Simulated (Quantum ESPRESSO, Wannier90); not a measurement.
BaTiO₃ (P4mm), plane waves to Wannier functions

Cell from Materials Project (mp-5986), symmetrised, no further relaxation. COD (Crystallography Open Database) has the formula in 5 space groups, this one among them (matched by group alone). Method: PBEsol plane waves in Quantum ESPRESSO 7.5 (PseudoDojo norm-conserving files, 68 Ry, spinors with spin-orbit coupling), Bloch states on a 6×6×6 mesh through Γ, Wannier90 4.0.1. Density: 8×8×8 mesh, cold smearing 0.01 Ry.

On the energy scale of pw.x, whose zero is arbitrary, the valence-band maximum lies at 10.08 eV.

Input w.win:

```
num_bands = 54
num_wann = 28
exclude_bands = 1-22
spinors = true
num_iter = 0
conv_tol = 1.0e-6
conv_window = 4
dis_num_iter = 1000
dis_conv_tol = 1.0e-6
dis_froz_max = 13.39
write_hr = true
write_u_matrices = true
begin projections
Ti: d
O: p
end projections
begin unit_cell_cart
ang
    3.9903800000    0.0000000000    0.0000000000
    0.0000000000    3.9903800000    0.0000000000
    0.0000000000    0.0000000000    4.1026600000
end unit_cell_cart
begin atoms_frac
Ba   0.5000000000  0.5000000000 -0.4174600000
Ti   0.0000000000  0.0000000000  0.1000400000
O    0.0000000000  0.5000000000  0.0642200000
O    0.5000000000  0.0000000000  0.0642200000
O    0.0000000000  0.0000000000 -0.4510300000
end atoms_frac
mp_grid = 6 6 6
begin kpoints
0.0000000000 0.0000000000 0.0000000000
0.0000000000 0.0000000000 0.1666666667
0.0000000000 0.0000000000 0.3333333333
... (213 more lines: the 6x6x6 mesh through Gamma)
end kpoints
```

Input of pw2wannier90.x that gives the overlap and projection files (equivalent; here they were cut from one run over all bands):

```
&inputpp
  outdir = './out'
  prefix = 'pwscf'
  seedname = 'w'
  write_amn = .true.
  write_mmn = .true.
/
```

Output w.wout (banner and timings cut):

```
                                    ------
                                    SYSTEM
                                    ------

                              Lattice Vectors (Ang)
                    a_1     3.990380   0.000000   0.000000
                    a_2     0.000000   3.990380   0.000000
                    a_3     0.000000   0.000000   4.102660

                   Unit Cell Volume:      65.32720  (Ang^3)

                        Reciprocal-Space Vectors (Ang^-1)
                    b_1     1.574583   0.000000   0.000000
                    b_2     0.000000   1.574583   0.000000
                    b_3     0.000000   0.000000   1.531491

 *----------------------------------------------------------------------------*
 |   Site       Fractional Coordinate          Cartesian Coordinate (Ang)     |
 +----------------------------------------------------------------------------+
 | ba   1   0.50000   0.50000  -0.41746   |    1.99519   1.99519  -1.71270    |
 | ti   1   0.00000   0.00000   0.10004   |    0.00000   0.00000   0.41043    |
 | o    1   0.00000   0.50000   0.06422   |    0.00000   1.99519   0.26347    |
 | o    2   0.50000   0.00000   0.06422   |    1.99519   0.00000   0.26347    |
 | o    3   0.00000   0.00000  -0.45103   |    0.00000   0.00000  -1.85042    |
 *----------------------------------------------------------------------------*
                                ------------
                                K-POINT GRID
                                ------------

             Grid size =  6 x  6 x  6      Total points =  216

 *---------------------------------- MAIN ------------------------------------*
 |  Number of Wannier Functions               :                28             |
 |  Number of Objective Wannier Functions     :                28             |
 |  Number of input Bloch states              :                54             |
 |  Output verbosity (1=low, 5=high)          :                 1             |
 |  Timing Level (1=low, 5=high)              :                 1             |
 |  Optimisation (0=memory, 3=speed)          :                 3             |
 |  Length Unit                               :               Ang             |
 |  Post-processing setup (write *.nnkp)      :                 F             |
 |  Using Gamma-only branch of algorithms     :                 F             |
 *----------------------------------------------------------------------------*
 *------------------------------- WANNIERISE ---------------------------------*
 |  Total number of iterations                :                 0             |
 |  Number of CG steps before reset           :                 5             |
 |  Trial step length for line search         :             2.000             |
 |  Convergence tolerence                     :         0.100E-05             |
 |  Convergence window                        :                 4             |
 |  Iterations between writing output         :                 1             |
 |  Iterations between backing up to disk     :               100             |
 |  Write r^2_nm to file                      :                 F             |
 |  Write xyz WF centres to file              :                 F             |
 |  Write on-site energies <0n|H|0n> to file  :                 F             |
 |  Use guiding centre to control phases      :                 F             |
 |  Use phases for initial projections        :                 F             |
 *----------------------------------------------------------------------------*
 *------------------------------- DISENTANGLE --------------------------------*
 |  Using band disentanglement                :                 T             |
 |  Total number of iterations                :              1000             |
 |  Mixing ratio                              :             0.500             |
 |  Convergence tolerence                     :         1.000E-06             |
 |  Convergence window                        :                 3             |
 *----------------------------------------------------------------------------*
 *-------------------------------- PLOTTING ----------------------------------*
 |  Plotting Hamiltonian in WF basis          :                 T             |
 *----------------------------------------------------------------------------*

 *---------------------------------- K-MESH ----------------------------------*
 +----------------------------------------------------------------------------+
 |                    Distance to Nearest-Neighbour Shells                    |
 |                    ------------------------------------                    |
 |          Shell             Distance (Ang^-1)          Multiplicity         |
 |          -----             -----------------          ------------         |
 |             1                   0.255248                      2            |
 |             2                   0.262431                      4            |
 |             3                   0.366090                      8            |
 |             4                   0.371133                      4            |
 |             5                   0.450435                      8            |
 |             6                   0.510497                      2            |
 |             7                   0.524861                      4            |
 |             8                   0.574001                      8            |
       ... (lines left out)
 +----------------------------------------------------------------------------+
 | The b-vectors are chosen automatically                                     |
 | The following shells are used:                       1,  2                 |
 +----------------------------------------------------------------------------+
 |                        Shell   # Nearest-Neighbours                        |
 |                        -----   --------------------                        |
 |                          1               2                                 |
 |                          2               4                                 |
 +----------------------------------------------------------------------------+
 | Completeness relation is fully satisfied [Eq. (B1), PRB 56, 12847 (1997)]  |
 +----------------------------------------------------------------------------+
 |                  b_k Vectors (Ang^-1) and Weights (Ang^2)                  |
 |                  ----------------------------------------                  |
 |            No.         b_k(x)      b_k(y)      b_k(z)        w_b           |
 |            ---        --------------------------------     --------        |
 |             1         0.000000    0.000000    0.255248     7.674389        |
 |             2         0.000000    0.000000   -0.255248     7.674389        |
 |             3         0.000000    0.262431    0.000000     7.260078        |
 |             4         0.262431    0.000000    0.000000     7.260078        |
 |             5         0.000000   -0.262431    0.000000     7.260078        |
 |             6        -0.262431    0.000000    0.000000     7.260078        |
 +----------------------------------------------------------------------------+
 |                           b_k Directions (Ang^-1)                          |
 |                           -----------------------                          |
 |            No.           x           y           z                         |
 |            ---        --------------------------------                     |
 |             1         0.000000    0.000000    0.255248                     |
 |             2         0.000000    0.262431    0.000000                     |
 |             3         0.262431    0.000000    0.000000                     |
 +----------------------------------------------------------------------------+

 Starting a new Wannier90 calculation ...

 Reading overlaps from w.mmn

 Reading projections from w.amn

 *------------------------------- DISENTANGLE --------------------------------*
 +----------------------------------------------------------------------------+
 |                              Energy  Windows                               |
 |                              ---------------                               |
 |                   Outer:    5.54211  to   23.41108  (eV)                   |
 |                   Inner:    5.54211  to   13.39000  (eV)                   |
 +----------------------------------------------------------------------------+
   Number of target bands to extract:   28

                   Unitarised projection of Wannier functions
                   ------------------------------------------
   A_mn = <psi_m|g_n> --> S = A.A^+ --> U = S^-1/2.A
   In dis_project... done
   Using an inner window (linner = T)
   In dis_proj_froz... done

                   Extraction of optimally-connected subspace
                   ------------------------------------------
 +---------------------------------------------------------------------+<-- DIS
 |  Iter     Omega_I(i-1)      Omega_I(i)      Delta (frac.)           |<-- DIS
 +---------------------------------------------------------------------+<-- DIS
       1      28.94142002      28.70495173       8.238E-03    <-- DIS
       2      28.68102991      28.64286481       1.332E-03    <-- DIS
       3      28.64418911      28.60149564       1.493E-03    <-- DIS
       4      28.60830096      28.57052658       1.322E-03    <-- DIS
       5      28.57801382      28.54641260       1.107E-03    <-- DIS
       6      28.55329278      28.52717308       9.156E-04    <-- DIS
       ... (lines left out)
      62      28.42401827      28.42399154       9.402E-07    <-- DIS
      63      28.42400229      28.42397804       8.533E-07    <-- DIS
      64      28.42398789      28.42396587       7.745E-07    <-- DIS

             <<<      Delta < 1.000E-06  over  3 iterations     >>>
             <<< Disentanglement convergence criteria satisfied >>>

        Final Omega_I    28.42396587 (Ang^2)

 +----------------------------------------------------------------------------+

 Writing checkpoint file w.chk... done

 *------------------------------- WANNIERISE ---------------------------------*
 +--------------------------------------------------------------------+<-- CONV
 | Iter  Delta Spread     RMS Gradient      Spread (Ang^2)            |<-- CONV
 +--------------------------------------------------------------------+<-- CONV

 ------------------------------------------------------------------------------
 Initial State
  WF centre and spread    1  ( -0.000000,  0.000000,  0.375179 )     0.73900387
  WF centre and spread    2  (  0.000000,  0.000000,  0.375179 )     0.73900334
  WF centre and spread    3  (  0.000000, -0.000000,  0.414315 )     1.00686497
  WF centre and spread    4  (  0.000000, -0.000000,  0.414315 )     1.00686496
  WF centre and spread    5  (  0.000000,  0.000000,  0.414315 )     1.00686499
  WF centre and spread    6  ( -0.000000, -0.000000,  0.414315 )     1.00686495
  WF centre and spread    7  (  0.000000,  0.000000,  0.413435 )     0.68756962
  WF centre and spread    8  (  0.000000,  0.000000,  0.413435 )     0.68756950
  WF centre and spread    9  (  0.000000,  0.000000,  0.419340 )     0.98279079
  WF centre and spread   10  (  0.000000,  0.000000,  0.419340 )     0.98279074
  WF centre and spread   11  (  0.000000,  1.995190,  0.254728 )     1.29326705
  WF centre and spread   12  ( -0.000000,  1.995190,  0.254728 )     1.29326695
  WF centre and spread   13  (  0.000000,  1.995190,  0.249889 )     1.26889565
  WF centre and spread   14  ( -0.000000,  1.995190,  0.249889 )     1.26889573
  WF centre and spread   15  (  0.000000,  1.995190,  0.256350 )     0.79667052
  WF centre and spread   16  (  0.000000,  1.995190,  0.256350 )     0.79667075
  WF centre and spread   17  (  1.995190, -0.000000,  0.254728 )     1.29326706
  WF centre and spread   18  (  1.995190, -0.000000,  0.254728 )     1.29326700
  WF centre and spread   19  (  1.995190,  0.000000,  0.256350 )     0.79667050
  WF centre and spread   20  (  1.995190, -0.000000,  0.256350 )     0.79667047
  WF centre and spread   21  (  1.995190, -0.000000,  0.249889 )     1.26889569
  WF centre and spread   22  (  1.995190, -0.000000,  0.249889 )     1.26889572
  WF centre and spread   23  (  0.000000,  0.000000, -1.811041 )     0.80490178
  WF centre and spread   24  (  0.000000, -0.000000, -1.811041 )     0.80490100
  WF centre and spread   25  (  0.000000,  0.000000, -1.845289 )     1.31901196
  WF centre and spread   26  ( -0.000000, -0.000000, -1.845289 )     1.31901201
  WF centre and spread   27  ( -0.000000, -0.000000, -1.845289 )     1.31901196
  WF centre and spread   28  ( -0.000000,  0.000000, -1.845289 )     1.31901198
  Sum of centres and spreads ( 11.971140, 11.971140, -3.886206 )    29.16737149

      0     0.292E+02     0.0000000000       29.1673714649  <-- CONV
        O_D=      0.0027798 O_OD=      0.7406258 O_TOT=     29.1673715 <-- SPRD
 ------------------------------------------------------------------------------
 Final State
  WF centre and spread    1  ( -0.000000,  0.000000,  0.375179 )     0.73900387
  WF centre and spread    2  (  0.000000,  0.000000,  0.375179 )     0.73900334
  WF centre and spread    3  (  0.000000, -0.000000,  0.414315 )     1.00686497
  WF centre and spread    4  (  0.000000, -0.000000,  0.414315 )     1.00686496
  WF centre and spread    5  (  0.000000,  0.000000,  0.414315 )     1.00686499
  WF centre and spread    6  ( -0.000000, -0.000000,  0.414315 )     1.00686495
  WF centre and spread    7  (  0.000000,  0.000000,  0.413435 )     0.68756962
  WF centre and spread    8  (  0.000000,  0.000000,  0.413435 )     0.68756950
  WF centre and spread    9  (  0.000000,  0.000000,  0.419340 )     0.98279079
  WF centre and spread   10  (  0.000000,  0.000000,  0.419340 )     0.98279074
  WF centre and spread   11  (  0.000000,  1.995190,  0.254728 )     1.29326705
  WF centre and spread   12  ( -0.000000,  1.995190,  0.254728 )     1.29326695
  WF centre and spread   13  (  0.000000,  1.995190,  0.249889 )     1.26889565
  WF centre and spread   14  ( -0.000000,  1.995190,  0.249889 )     1.26889573
  WF centre and spread   15  (  0.000000,  1.995190,  0.256350 )     0.79667052
  WF centre and spread   16  (  0.000000,  1.995190,  0.256350 )     0.79667075
  WF centre and spread   17  (  1.995190, -0.000000,  0.254728 )     1.29326706
  WF centre and spread   18  (  1.995190, -0.000000,  0.254728 )     1.29326700
  WF centre and spread   19  (  1.995190,  0.000000,  0.256350 )     0.79667050
  WF centre and spread   20  (  1.995190, -0.000000,  0.256350 )     0.79667047
  WF centre and spread   21  (  1.995190, -0.000000,  0.249889 )     1.26889569
  WF centre and spread   22  (  1.995190, -0.000000,  0.249889 )     1.26889572
  WF centre and spread   23  (  0.000000,  0.000000, -1.811041 )     0.80490178
  WF centre and spread   24  (  0.000000, -0.000000, -1.811041 )     0.80490100
  WF centre and spread   25  (  0.000000,  0.000000, -1.845289 )     1.31901196
  WF centre and spread   26  ( -0.000000, -0.000000, -1.845289 )     1.31901201
  WF centre and spread   27  ( -0.000000, -0.000000, -1.845289 )     1.31901196
  WF centre and spread   28  ( -0.000000,  0.000000, -1.845289 )     1.31901198
  Sum of centres and spreads ( 11.971140, 11.971140, -3.886206 )    29.16737149

         Spreads (Ang^2)       Omega I      =    28.423965872
        ================       Omega D      =     0.002779756
                               Omega OD     =     0.740625837
    Final Spread (Ang^2)       Omega Total  =    29.167371465
```
